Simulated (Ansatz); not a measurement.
Sc (dhcp (α-La type), space group No. 194) at seven volumes, PBE in the plane-wave PAW code Ansatz, shape and atoms relaxed at each. One row is withheld.

```tsv
V (Å³/atom)	P (GPa)
22.406	5.70
23.145	3.56
23.884	1.67
24.622	0.00
25.361	-1.47
26.100	?
26.838	-3.92
```

### Question
Fit the shown pressures and predict the withheld one.

### Answer
Third-order Birch–Murnaghan: P = (3/2)B₀(x^(7/2) − x^(5/2))[1 + (3/4)(B′ − 4)(x − 1)] with x = (V₀/V)^(2/3). Least squares on the six rows gives V₀ = 24.623 Å³/atom, B₀ = 52.19 GPa, B′ = 3.14. At V = 26.100, x = 0.9619 and P = -2.77 GPa. The run itself gave -2.77 GPa.

Space group P6_3/mmc (dhcp (α-La type)). The start of the workflow was typed in or built on a structure type. Its sites differ from those of the usual phase in this space group: another stacking or structure type. Symmetry was held in the PBE relaxation; whether a distortion lowers the energy is not shown. No spin polarisation was allowed.

Potentials: the later of the program's two PAW sets.
